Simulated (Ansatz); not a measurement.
Si3Mo5:
```
Si3Mo5
1.0
   -4.82089     4.82089     2.44758
    4.82089    -4.82089     2.44758
    4.82089     4.82089    -2.44758
Si Mo
6 10
Direct
  0.83276   0.66724   0.50000
  0.16724   0.33276   0.50000
  0.66724   0.16724   0.83448
  0.33276   0.83276   0.16552
  0.75000   0.75000   0.00000
  0.25000   0.25000   0.00000
  0.92321   0.22398   0.14720
  0.07679   0.77602   0.85280
  0.22398   0.07679   0.30077
  0.77602   0.92321   0.69923
  0.57679   0.72398   0.30077
  0.42321   0.27602   0.69923
  0.27602   0.57679   0.85280
  0.72398   0.42321   0.14720
  0.25000   0.75000   0.50000
  0.75000   0.25000   0.50000
```

Relaxed with r²SCAN. Special points in fractions of this cell's reciprocal vectors: Γ (0.000, 0.000, 0.000); X (0.000, 0.000, 0.500); M (-0.500, 0.500, 0.500); Z (0.314, 0.314, -0.314); Z0 (-0.314, 0.686, 0.314); P (0.250, 0.250, 0.250); N (0.000, 0.500, 0.000).

**Question.** List the band energies nearest the Fermi level at these points for DFT-r²SCAN in the program Ansatz with PAW potentials.

**Answer.** In eV from the Fermi level; about four levels below and three above (degenerate sets whole), none deeper than 8.9 eV; points with the same levels are listed once.

```
k                          below                above
-  -----------------------------  -------------------
Γ  -1.22 -1.22 -0.51 -0.25 -0.25  0.31 0.33 0.56 0.56
X        -0.63 -0.54 -0.43 -0.31       0.27 0.29 0.33
M        -0.93 -0.87 -0.87 -0.21       0.25 0.25 0.27
Z        -0.66 -0.66 -0.53 -0.01       0.17 0.17 0.44
P        -0.69 -0.69 -0.37 -0.37  0.27 0.27 0.32 0.32
N        -0.97 -0.97 -0.51 -0.51  0.07 0.07 0.33 0.33
```

Space group I4/mcm. The workflow started from a Materials Project entry (that database holds measured and hypothetical structures alike); the Crystallography Open Database files this formula in space group No. 140, but the cells were not matched. Its standing as an ambient phase is unchecked. The r²SCAN relaxation kept the symmetry of its start; its stability against distortions is not shown here. The run is not spin-polarised. Spin–orbit coupling is left out wherever it is not named.

Potentials: the earlier of the program's two PAW sets.
